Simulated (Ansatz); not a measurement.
KBr (rock salt)

Space group Fm-3m (No. 225); a = b = c = 6.7052 Å, α = β = γ = 90.00°

```tsv
atom	site	symmetry	x	y	z
Br	4a	m-3m	0.0000	0.0000	0.0000
K	4b	m-3m	0.5000	0.5000	0.5000
```
(The calculation used a cell of 2 atoms; values per cell refer to that cell.)

Grid over V/V₀ and (c/a)/(c/a)₀, subscript 0 meaning the relaxed cell; the conventional c axis lies along z; no internal relaxation.

These are PBE (plane waves to 420 eV, PAW, scalar-relativistic; Ansatz, a first-principles code) values and carry that method's errors. k mesh 9×9×9 (Γ-centred), Fermi-Dirac smearing 0.05 eV. E stands for the smeared free energy. KBr was relaxed with its symmetry unable to fall. The zero of ΔE is the relaxed starting cell.

Give the computed ΔE (meV/atom) at all points of the grid V/V₀ = 0.920, 0.960, 1.000, 1.040, 1.080 by (c/a)/(c/a)₀ = 0.920, 0.960, 1.000, 1.040, 1.080.

ΔE (meV/atom), with V/V₀ across and (c/a)/(c/a)₀ down:

| (c/a)/(c/a)₀ \ V/V₀ | 0.920 | 0.960 | 1.000 | 1.040 | 1.080 |
|---|---|---|---|---|---|
| 0.920 | 34.0 | 21.4 | 15.7 | 15.4 | 19.4 |
| 0.960 | 16.9 | 7.0 | 3.5 | 5.2 | 11.1 |
| 1.000 | 11.9 | 2.8 | 0.0 | 2.3 | 8.7 |
| 1.040 | 16.1 | 6.2 | 2.9 | 4.7 | 10.6 |
| 1.080 | 27.4 | 15.6 | 10.7 | 11.0 | 15.7 |

(Under strain, the slope of the energy per volume gives the stress and its curvature an elastic modulus.)
